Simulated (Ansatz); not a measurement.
ZnSe:
```yaml
crystal:
  lattice:
    - [3.65969, 0.00000, 0.00000]
    - [-1.82985, 3.16939, 0.00000]
    - [0.00000, 0.00000, 3.27990]
  atoms:
    - { symbol: Zn, position: [0.00000, 0.00000, 0.00000] }
    - { symbol: Se, position: [0.66667, 0.33333, 0.50000] }
```

Relaxed with PBEsol. Special points in fractions of this cell's reciprocal vectors: Γ (0.000, 0.000, 0.000); M (0.500, 0.000, 0.000); K (0.333, 0.333, 0.000); A (0.000, 0.000, 0.500); L (0.500, 0.000, 0.500); H (0.333, 0.333, 0.500).

Q: List the band energies nearest the Fermi level at these points for the program Ansatz at the PBEsol with spin–orbit coupling level (PAW).

A: In eV from the Fermi level; about four levels below and three above (degenerate sets whole), none deeper than 8.9 eV; points with the same levels are listed once.

| k | below | above |
|---|---|---|
| Γ | -0.57 -0.57 -0.05 -0.05 | 5.91 5.91 5.99 5.99 |
| M | -6.05 -6.05 -2.36 -2.36 | 0.58 0.58 1.70 1.70 |
| K | -5.81 -5.74 -4.75 -4.62 | 0.77 0.79 5.54 |
| A | -6.69 -6.69 -6.12 -6.12 | 0.10 0.10 0.43 0.43 |
| L | -1.26 -1.26 -0.34 -0.34 | 4.79 4.79 4.85 4.85 |
| H | -2.05 -1.89 -0.94 -0.94 | 1.21 1.27 8.22 |

Space group P-6m2. A made-up cell: these elements were put on the sites of a structure type; neither database checked (COD, Materials Project) lists it. It is not the phase usual at ambient conditions (space group No. 216). The cell keeps a stress of up to 0.3 GPa. The PBEsol relaxation kept the symmetry of its start; whether a distortion lowers the energy is not shown.

Potentials: the earlier of the program's two PAW sets. The files were generated under PBE; for other functionals the program regenerates the frozen cores, and for LDA and PBEsol the local potential too.
